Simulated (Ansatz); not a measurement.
A geometry of C away from equilibrium: the start of the relaxation of a relaxed C cell displaced along its unstable phonon at q = (½, ½, ½) of its primitive reciprocal cell (716i cm⁻¹), largest move 0.15 Å. The numbers are results of r2SCAN (plane waves to 500 eV, PAW, scalar-relativistic; Ansatz, a quantum-chemistry and plane-wave program), not measurements. Γ-centred k-mesh 19×19×19 on the run's cell (coarser than for final values), Fermi–Dirac smearing 0.05 eV.

```xyz
2
Lattice="-2.3861 2.3861 2.3861 0.0000 0.0000 2.3861 0.0000 2.3861 0.0000" Properties=species:S:1:pos:R:3 pbc="T T T"
C      0.0000     0.0000     0.1500
C     -1.1931     3.5792     3.4292
```

### Question
Predict the force on each atom, in eV/Å.

### Answer
| atom | Fx | Fy | Fz |
|---|---|---|---|
| C1 | 0.00 | 0.00 | 3.37 |
| C2 | 0.00 | 0.00 | -3.37 |

### Question
What is the pressure?

### Answer
-1.3 GPa, compression positive.

### Question
How far above the relaxed end point is this geometry?

### Answer
1.49 eV/atom; the path ends in P4/mmm (No. 123).

No spin polarisation in the result.

The run could not lose the symmetry of its start: the end is stationary, and may be a saddle point rather than a minimum.

The end of the path is a generated cell of C: the first start was made by placing the elements on the sites of a structure type, and the end was not matched to a known phase here, so it may be hypothetical. Known forms of C include space group No. 194, 227.
